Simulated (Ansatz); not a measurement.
ZrTiB4:
```xyz
6
Lattice="3.0907 0.0000 0.0000 0.0000 3.3676 0.0000 0.0000 0.0000 5.3501" Properties=species:S:1:pos:R:3 pbc="T T T"
Ti     0.0000     0.0000     0.0000
B      1.5453     1.6838     0.8633
B      0.0000     1.6838     1.7447
Zr     1.5453     0.0000     2.6750
B      0.0000     1.6838     3.6054
B      1.5453     1.6838     4.4868
```

Relaxed with PBEsol. Special points in fractions of this cell's reciprocal vectors: Γ (0.000, 0.000, 0.000); X (0.500, 0.000, 0.000); S (0.500, 0.500, 0.000); Y (0.000, 0.500, 0.000); Z (0.000, 0.000, 0.500); U (0.500, 0.000, 0.500); R (0.500, 0.500, 0.500); T (0.000, 0.500, 0.500).

Q: List the band energies nearest the Fermi level at these points for plane-wave PAW PBEsol (Ansatz code).

A: In eV from the Fermi level; about four levels below and three above (degenerate sets whole), none deeper than 8.9 eV; points with the same levels are listed once.

```tsv
k	below	above
Γ	-2.69 -2.52 -2.37 -2.21	1.30 2.39 2.81
X	-3.29 -2.91 -0.79 -0.33	0.17 0.55 0.75
S	-4.16 -3.33 -3.15 -2.20	1.97 3.06 3.20
Y	-2.50 -0.85 -0.73 -0.03	0.04 0.51 0.55
Z	-2.81 -2.62 -2.33 -1.70	1.36 1.51 2.20
U	-3.19 -3.08 -2.58 -2.46	1.37 2.11 2.29
R	-4.39 -3.68 -2.95 -2.01	2.02 3.01 3.83
T	-3.61 -3.56 -1.67 -1.39	1.31 1.56 2.14
```

Space group Pmmm. The start of the workflow was typed in or built on a structure type; neither database checked (COD, Materials Project) lists it. Its standing as an ambient phase is unchecked. The cell was relaxed with PBEsol under the symmetry of its start; whether a distortion lowers the energy is not shown. No spin polarisation was allowed. Scalar-relativistic: spin–orbit coupling is off unless named, which matters more the heavier the elements.

Potentials: the earlier of the program's two PAW sets. The files were generated under PBE; for other functionals the program regenerates the frozen cores, and for LDA and PBEsol the local potential too.
